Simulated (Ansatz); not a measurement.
Values for one crystal, relaxed and computed with plane-wave PAW r²SCAN (Ansatz code); other levels are named.

| Item | Value |
|---|---|
| Volume per atom | 19.32 Å³ |
| Electronic character | metallic (no gap) |
| Formation energy from the elements (no fitted shifts) | -812 meV/atom |
| Density of states at the Fermi level | 0.47 states/eV per atom (mean over ±0.08 eV) |

Q: Which compound is it?
A) LaNiGe2, Cmcm (La on 4c, Ni on 4c, Ge on 4c, Ge on 4c)
B) Si2Ni, fluorite or antifluorite type
C) LaSiRu, P4/nmm (La on 2c, Si on 2c, Ru on 2a)
D) TiSi2, Cmcm (Si on 4c, Si on 4c, Ti on 4c)

A: A, LaNiGe2, Cmcm (La on 4c, Ni on 4c, Ge on 4c, Ge on 4c)

The first step of the workflow began from a Materials Project structure, measured or hypothetical; the Crystallography Open Database copy checked does not list it. Whether it is the stable phase at ambient conditions was not checked. Symmetry was held in the r²SCAN relaxation; whether a distortion lowers the energy is not shown. No spin polarisation was allowed. The references are the lowest solids computed at this level, not always the standard phases. Spin–orbit coupling is left out wherever it is not named.

Potentials: the later of the program's two PAW sets.
